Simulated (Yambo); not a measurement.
## Convergence of the G0W0 gap of SrClF

G0W0@PBEsol for SrClF (space group P4/nmm, No. 129) in Yambo. Reference settings: 4×4×2 Γ-centred k mesh, 131 bands and a 6 Ry block in the screening, 131 bands in G with the Bruneval-Gonze terminator, plasmon pole fitted at 27.2 eV. The PBEsol gap Γ → Γ on this mesh is 5.78 eV; G0W0 gaps are taken between the same points.

| change from the reference | G0W0 gap Γ → Γ (eV) | shift of the valence edge (eV) | rough Yambo cost |
|---|---|---|---|
| reference settings | 8.76 | -1.76 | 1 |
| 40 bands in W, 40 bands in G | 9.26 | -1.39 | about 1/5 |
| 77 bands in W, 77 bands in G | 8.87 | -1.63 | within a factor of two |
| exchange cut at 10 Ry | 8.68 | -1.52 | – |
| 55 bands in W, 55 bands in G, 3 Ry block | 8.89 | -1.44 | about 1/4 |
| 55 bands in W, 55 bands in G, 4 Ry block | 8.96 | -1.45 | about 1/4 |
| 77 bands in W, 77 bands in G, 5 Ry block | 8.84 | -1.61 | about 1/2 |
| 104 bands in W, 104 bands in G, 2 Ry block | 8.56 | -1.53 | within a factor of two |
| 104 bands in W, 104 bands in G, 3 Ry block | 8.60 | -1.56 | within a factor of two |
| 2 Ry block | 8.51 | -1.54 | within a factor of two |
| 3 Ry block | 8.54 | -1.59 | within a factor of two |
| 5 Ry block | 8.72 | -1.73 | within a factor of two |
| 55 bands in W, 55 bands in G, no terminator | 8.98 | -1.14 | about 1/3 |
| 3 Ry block, no terminator | 8.55 | -1.53 | within a factor of two |
| no terminator | 8.76 | -1.61 | within a factor of two |

The reference isn't shown to be the converged limit. Costs are rough (shared machines), scaled to the same edge states, and given only for runs that recompute the screening.

Geometry of the Materials Project entry, not relaxed at this level; primitive cell a = 4.1296 Å, b = 4.1296 Å, c = 6.9766 Å, α = 90.00°, β = 90.00°, γ = 90.00°.

A shift is the quasiparticle energy of the state minus its PBEsol energy.
